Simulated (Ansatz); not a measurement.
**Question.** Free-standing sheets of HfN4Si2, MA2Z4 (octahedral core, outer Z over the far inner Z)-type layer and FSi, capped honeycomb (chair)-type layer are relaxed with PBE in the plane-wave PAW code Ansatz. Aligned at the vacuum level, what band offsets and what type of junction result?

**Answer.** HfN4Si2: VBM -6.28, CBM -5.16 eV; FSi: VBM -6.44, CBM -5.76 eV. Valence offset 0.16 eV (HfN4Si2 higher), conduction offset 0.59 eV (FSi lower): type II (staggered).

Mismatch of the primitive lattice constants: 3.045 against 3.967 Å, 23.2 %.

Natural alignment of Kohn–Sham levels: no interface dipole, strain or quasiparticle shift.

All cells were relaxed under the symmetry of their starts (and spin orders); stability against distortions was not tested throughout. Rows with no word on spin ran without spin polarisation. Scalar-relativistic: spin–orbit coupling is off unless named, which matters more the heavier the elements. Constructed layers (a layer type filled with these elements): HfN4Si2, MA2Z4 (octahedral core, outer Z over the far inner Z)-type layer; FSi, capped honeycomb (chair)-type layer.

Potentials: the later of the program's two PAW sets.

Edges and masses are those of Kohn–Sham bands, whose gap is no quasiparticle gap.
